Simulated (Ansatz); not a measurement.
Relaxed SnO (litharge type, space group P4/nmm):

```yaml
crystal:
  lattice:
    - [3.77006, 0.00000, 0.00000]
    - [0.00000, 3.77006, 0.00000]
    - [0.00000, 0.00000, 4.55986]
  atoms:
    - { symbol: Sn, position: [0.50000, 0.00000, 0.25348] }
    - { symbol: Sn, position: [0.00000, 0.50000, 0.74652] }
    - { symbol: O, position: [0.00000, 0.00000, 0.00000] }
    - { symbol: O, position: [0.50000, 0.50000, 0.00000] }
```

Scan: atom 3 (O, nearest neighbour Sn at 2.211 Å; its periodic images, 3.8 Å or more away, move with it) is displaced along Cartesian [110], direction (0.707, 0.707, 0.000) in Cartesian axes, by s. The other atoms stay.

These are PBEsol-D3(BJ) (plane waves to 420 eV, PAW, scalar-relativistic; Ansatz, a program for electronic structure) values and carry that method's errors. k mesh 10×10×8 (Γ-centred), Fermi-Dirac smearing 0.05 eV. With partly filled bands, energies and forces of such displacements shift with the k mesh and the smearing. F∥ is the force on the atom along that direction. SnO was relaxed with its symmetry unable to fall. 

```json
[
 {"s (Å)": "-0.440", "F∥ (eV/Å)": "4.521"},
 {"s (Å)": "-0.352", "F∥ (eV/Å)": "3.437"},
 {"s (Å)": "-0.264", "F∥ (eV/Å)": "2.462"},
 {"s (Å)": "-0.176", "F∥ (eV/Å)": "1.582"},
 {"s (Å)": "-0.088", "F∥ (eV/Å)": "0.772"},
 {"s (Å)": "0.000", "F∥ (eV/Å)": "0.000"},
 {"s (Å)": "0.088", "F∥ (eV/Å)": "-0.772"},
 {"s (Å)": "0.176", "F∥ (eV/Å)": "-1.582"},
 {"s (Å)": "0.264", "F∥ (eV/Å)": "-2.462"},
 {"s (Å)": "0.352", "F∥ (eV/Å)": "-3.437"},
 {"s (Å)": "0.440", "F∥ (eV/Å)": "-4.521"}
]
```

Q: What is the force constant k = d²E/ds² of this move at s = 0?

A: 8.70 eV/Å². The forces along the line at the two nearest points give (0.772 − (-0.772)) / (2·0.088) = 8.77 eV/Å²; the next pair corrects for the finite step.

(A displaced cell: forces are minus the slopes of the energy, force constants its curvatures, and phonons follow from these.)
